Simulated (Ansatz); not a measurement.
With plane-wave PAW r²SCAN (Ansatz code), BP in the cubic phase (Pm-3n; B on 6c, P on 6d) relaxes to a = 5.576 Å. Against the elements it lies at -0.15 eV/atom, with no fitted shifts.

It is gapped at this level: 0.64 eV (indirect). The valence maximum lies at Γ and the conduction minimum on the Γ–X line, 86 % of the way from Γ (6 equivalent valleys). The screened hybrid HSE06 puts the gap at 1.30 eV. The electron mass is 0.33, 0.33, 0.58 mₑ (principal values).

The bulk modulus is 127 GPa. The relaxed-ion elastic constants in GPa are C11 = 271, C12 = 55.9, C44 = 94.2. The elastic constants imply a Debye temperature near 867 K. Bader charges are B +0.53, P -0.53 e.

The start of the workflow was typed in or built on a structure type; neither database checked (COD, Materials Project) lists it. It is not the phase usual at ambient conditions (space group No. 216). The r²SCAN relaxation kept the symmetry of its start; whether a distortion lowers the energy is not shown. The references are the lowest solids computed at this level, not always the standard phases.

Potentials: the later of the program's two PAW sets.
